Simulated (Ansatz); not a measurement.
All numbers below come from DFT PBE, scalar-relativistic, plane waves, PAW (Ansatz 0.2.0). All cells share a 420 eV cutoff and Γ-centred k meshes spaced at most about 0.3 Å⁻¹ (about 0.25 or finer for metals, 2π included). Collinear spin in cells that started with moments and kept them past the coarse steps, no spin elsewhere.

Each of these unrelaxed guesses is relaxed in cell and atoms within its symmetry. A guess keeps its type if space group and coordination stay and the shape of the cell changes little (axis ratios within about 15 %, angles within 6°); the volume may change.

1. GaPt2F

```cif
data_structure
_symmetry_space_group_name_H-M 'P6/mmm'
_symmetry_Int_Tables_number 191
_cell_length_a 3.3781
_cell_length_b 3.3781
_cell_length_c 6.1358
_cell_angle_alpha 90.000
_cell_angle_beta 90.000
_cell_angle_gamma 120.000
_cell_volume 60.64
loop_
_atom_site_label
_atom_site_type_symbol
_atom_site_symmetry_multiplicity
_atom_site_Wyckoff_symbol
_atom_site_fract_x
_atom_site_fract_y
_atom_site_fract_z
_atom_site_occupancy
Ga1 Ga 1 a 0.00000 0.00000 0.00000 1
Pt1 Pt 2 e 0.00000 0.00000 0.27353 1
F1 F 1 b 0.00000 0.00000 0.50000 1
```

2. NaH4

```cif
data_structure
_symmetry_space_group_name_H-M 'P6/mmm'
_symmetry_Int_Tables_number 191
_cell_length_a 3.4215
_cell_length_b 3.4215
_cell_length_c 7.3905
_cell_angle_alpha 90.000
_cell_angle_beta 90.000
_cell_angle_gamma 120.000
_cell_volume 74.93
loop_
_atom_site_label
_atom_site_type_symbol
_atom_site_symmetry_multiplicity
_atom_site_Wyckoff_symbol
_atom_site_fract_x
_atom_site_fract_y
_atom_site_fract_z
_atom_site_occupancy
Na1 Na 1 a 0.00000 0.00000 0.00000 1
H1 H 4 h 0.33333 0.66667 0.25000 1
```

3. HfAlO

```cif
data_structure
_symmetry_space_group_name_H-M 'P4/nmm:1'
_symmetry_Int_Tables_number 129
_cell_length_a 3.8783
_cell_length_b 3.8783
_cell_length_c 6.8258
_cell_angle_alpha 90.000
_cell_angle_beta 90.000
_cell_angle_gamma 90.000
_cell_volume 102.67
loop_
_atom_site_label
_atom_site_type_symbol
_atom_site_symmetry_multiplicity
_atom_site_Wyckoff_symbol
_atom_site_fract_x
_atom_site_fract_y
_atom_site_fract_z
_atom_site_occupancy
Hf1 Hf 2 c 0.50000 0.00000 0.66800 1
Al1 Al 2 a 0.00000 0.00000 0.00000 1
O1 O 2 c 0.50000 0.00000 0.19050 1
```

4. BTe

```cif
data_structure
_symmetry_space_group_name_H-M 'P-6m2'
_symmetry_Int_Tables_number 187
_cell_length_a 3.4626
_cell_length_b 3.4626
_cell_length_c 3.3356
_cell_angle_alpha 90.000
_cell_angle_beta 90.000
_cell_angle_gamma 120.000
_cell_volume 34.63
loop_
_atom_site_label
_atom_site_type_symbol
_atom_site_symmetry_multiplicity
_atom_site_Wyckoff_symbol
_atom_site_fract_x
_atom_site_fract_y
_atom_site_fract_z
_atom_site_occupancy
B1 B 1 b 0.00000 0.00000 0.50000 1
Te1 Te 1 e 0.66667 0.33333 0.00000 1
```

5. Sr2BN

```cif
data_structure
_symmetry_space_group_name_H-M 'P-3m1'
_symmetry_Int_Tables_number 164
_cell_length_a 3.9455
_cell_length_b 3.9455
_cell_length_c 6.4885
_cell_angle_alpha 90.000
_cell_angle_beta 90.000
_cell_angle_gamma 120.000
_cell_volume 87.47
loop_
_atom_site_label
_atom_site_type_symbol
_atom_site_symmetry_multiplicity
_atom_site_Wyckoff_symbol
_atom_site_fract_x
_atom_site_fract_y
_atom_site_fract_z
_atom_site_occupancy
Sr1 Sr 2 d 0.33333 0.66667 0.77660 1
B1 B 1 b 0.00000 0.00000 0.50000 1
N1 N 1 a 0.00000 0.00000 0.00000 1
```

6. EuAlIr (collinear spin from parallel moments)

```cif
data_structure
_symmetry_space_group_name_H-M 'P-6m2'
_symmetry_Int_Tables_number 187
_cell_length_a 4.0516
_cell_length_b 4.0516
_cell_length_c 4.0228
_cell_angle_alpha 90.000
_cell_angle_beta 90.000
_cell_angle_gamma 120.000
_cell_volume 57.19
loop_
_atom_site_label
_atom_site_type_symbol
_atom_site_symmetry_multiplicity
_atom_site_Wyckoff_symbol
_atom_site_fract_x
_atom_site_fract_y
_atom_site_fract_z
_atom_site_occupancy
Eu1 Eu 1 f 0.66667 0.33333 0.50000 1
Al1 Al 1 c 0.33333 0.66667 0.00000 1
Ir1 Ir 1 a 0.00000 0.00000 0.00000 1
```

Question: Which guesses survive the relaxation?

Answer: Guesses 4, 5 and 6 keep their type.

```csv
guess,kept,start group,end group,V start (Å³/atom),V end,"b/a and c/a, end over start",nearest neighbours start,nearest neighbours end
1,no,P6/mmm,P6/mmm,15.2,15.5,"1.00, 1.74","F 2, Ga 2, Pt 1","F 2, Ga 2, Pt 2"
2,no,P6/mmm,P6/mmm,15.0,18.9,"1.00, 0.67","H 3, Na 12","H 1, Na 12"
3,no,P4/nmm,P4/nmm,17.1,14.3,"1.00, 1.30","Al 4, Hf 9, O 4","Al 4, Hf 5, O 5"
4,yes,P-6m2,P-6m2,17.3,17.0,"1.00, 0.99","B 6, Te 6","B 6, Te 6"
5,yes,P-3m1,P-3m1,21.9,21.9,"1.00, 1.05","B 8, N 6, Sr 6","B 8, N 6, Sr 6"
6,yes,P-6m2,P-6m2,19.1,22.4,"1.00, 1.01","Al 3, Eu 12, Ir 3","Al 3, Eu 12, Ir 3"
```

Neighbours count within 15 % of an atom's shortest distance; end groups are read at 0.02 Å (0.05 Å in metals).

No dispersion correction is applied, so the spacing and binding between layers, chains or molecules are poorly described (NaH4 P6/mmm). These runs have no spin–orbit coupling, which can matter for Hf, Ir, Pt and Te. In BTe P-6m2 an odd number of electrons in the primitive cell allows no gap without spin; a larger cell or a magnetic state could open one. A magnetic state wasn't ruled out in cells without spin, among them NaH4 P6/mmm, BTe P-6m2. The 4f shell of Eu is treated without a Hubbard U, which places its levels poorly. Another magnetic order may lie lower. Cells relaxed within their symmetry can be saddle points.
